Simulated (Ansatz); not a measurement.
B2O3 in space group P3_121 (No. 152; B on 6c, O on 6c, O on 3a), r²SCAN in the plane-wave PAW code Ansatz, all energies at zero smearing, with the estimated change up to a 700 eV cutoff added, with one set of potentials and settings (totals compare only within such a set). Cell of 15 atoms (6 B, 9 O): -6071.369 eV.

| element | reference phase | E (eV/atom) |
|---|---|---|
| B | R-3m, 12 atoms in the cell | -156.5544 |
| O | C2/m, 4 atoms in the cell, spin-polarised | -566.0281 |

Formation energy per atom, worked out: (-6071.369 − 6×(-156.5544) − 9×(-566.0281))/15 = -2.519 eV/atom (-243 kJ per mol of atoms), at 0 K, without zero-point energy or fitted corrections.

The workflow started from a Materials Project entry (that database holds measured and hypothetical structures alike); the Crystallography Open Database files this formula in space group No. 152, but the cells were not matched. Its standing as an ambient phase is unchecked. The cell was relaxed with r²SCAN under the symmetry of its start; whether a distortion lowers the energy is not shown. The references are the lowest solids computed at this level, not always the standard phases (solids in place of the gases).

Potentials: the later of the program's two PAW sets.
